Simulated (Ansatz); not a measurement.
Rb (bcc, W type)

```
CELL_PARAMETERS angstrom
     -2.83552     2.83552     2.83552
      2.83552    -2.83552     2.83552
      2.83552     2.83552    -2.83552
ATOMIC_POSITIONS crystal
  Rb 0.00000 0.00000 0.00000
```

These are PBE (plane waves to 420 eV, PAW, scalar-relativistic; Ansatz, a quantum-chemistry and plane-wave program) values and carry that method's errors. DFPT wavenumbers on a 12×12×12 k mesh, in cm⁻¹ and rounded to 5; i marks imaginary ones, q is in fractions of the reciprocal vectors of the cell shown, and the three acoustic modes at Γ are left out. Rb was relaxed with its symmetry unable to fall. The PAW data are Ansatz's earlier set.

**Question.** List the wavenumbers at N = (0.5, 0.0, 0.0), H = (0.5, 0.5, 0.5), with degeneracies.

**Answer.** 
```
q                    wavenumbers (cm⁻¹)
-------------------  ------------------
N = (0.5, 0.0, 0.0)          10, 30, 45
H = (0.5, 0.5, 0.5)             45 (×3)
```
